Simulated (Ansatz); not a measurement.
Bi2Te3 (Bi2Te3 type, space group R-3m)

```
CELL_PARAMETERS angstrom
      2.19356     1.26645    10.09527
     -2.19356     1.26645    10.09527
      0.00000    -2.53291    10.09527
ATOMIC_POSITIONS crystal
  Bi 0.40015 0.40015 0.40015
  Bi 0.59985 0.59985 0.59985
  Te 0.00000 0.00000 0.00000
  Te 0.20935 0.20935 0.20935
  Te 0.79065 0.79065 0.79065
```

In this cell atom 5 (Te, nearest neighbour Bi at 3.068 Å; its periodic images, 4.4 Å or more away, move with it) is moved by s along Cartesian z, unit vector (0.000, 0.000, 1.000); all other atoms and the cell stay fixed.

The numbers are results of PBE-D3(BJ) (plane waves to 420 eV, PAW, scalar-relativistic; Ansatz, a first-principles code), not measurements. k mesh 7×7×7 (Γ-centred), Fermi-Dirac smearing 0.05 eV. As the smearing reaches across the gap at some points, energies and forces of such displacements shift with the k mesh and the smearing. F∥ is the force on the atom along that direction. Bi2Te3 was relaxed with its symmetry unable to fall. Spin-orbit coupling is left out, though Bi and Te are heavy. 

```csv
s (Å),F∥ (eV/Å)
-0.610,3.380
-0.488,2.810
-0.366,2.155
-0.244,1.443
-0.122,0.713
0.000,0.007
0.122,-0.633
0.244,-1.169
0.366,-1.577
0.488,-1.851
0.610,-2.000
```

Q: What is the force constant k = d²E/ds² of this move at s = 0?

A: 5.57 eV/Å². The forces along the line at the two nearest points give (0.713 − (-0.633)) / (2·0.122) = 5.52 eV/Å²; the next pair corrects for the finite step.

(For displaced atoms, the force is minus the slope of the energy, and its curvature is a force constant, which sets phonon frequencies.)
